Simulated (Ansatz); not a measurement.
# Sr2MgZn2Sn2P4O16: checking a database structure before trusting its electric field gradients

The cell is a Materials Project structure (computed, not necessarily an observed phase).

```
Sr Mg Zn Sn P O
1.0
     5.75734    0.00000    0.00000
     0.53684    8.19883    0.00000
     1.80253    3.16639    8.64272
Sr Mg Zn Sn P O
2 1 2 2 4 16
Direct
  0.83118 0.22461 0.05153
  0.16813 0.79892 0.99427
  0.79435 0.62815 0.84114
  0.15546 0.57479 0.42849
  0.97438 0.31372 0.43782
  0.40726 0.18370 0.55626
  0.57890 0.82168 0.45290
  0.63562 0.57062 0.22562
  0.34530 0.44407 0.76257
  0.22497 0.03004 0.26043
  0.78817 0.97270 0.77429
  0.09972 0.47759 0.85005
  0.37589 0.61075 0.20705
  0.34678 0.25676 0.75854
  0.99512 0.84715 0.74833
  0.54953 0.46949 0.83940
  0.76900 0.12644 0.61954
  0.21615 0.84224 0.39134
  0.83148 0.03707 0.90116
  0.74134 0.71566 0.26707
  0.17001 0.01678 0.11150
  0.79176 0.55888 0.07479
  0.64924 0.39083 0.35975
  0.38295 0.57037 0.58901
  0.48216 0.08918 0.24562
  0.03693 0.15527 0.30667
  0.56299 0.85584 0.81985
```

Atoms are numbered from 1 in the order listed; like atoms form one site, named after its first atom.

The numbers come from a DFT calculation in Ansatz (PBE, plane waves and PAW, scalar-relativistic, 420 eV cutoff, Γ-centred 6×5×4 k-points, Fermi–Dirac smearing 0.05 eV).

Problem. Do the atoms and the cell lie near the calculated equilibrium?

Solution. Nearly. The largest force is 0.12 eV/Å, on atom 21 (O: 1 P at 1.53 Å; also 2 Sr at 2.41–2.52 Å), and the pressure is 0.2 GPa.
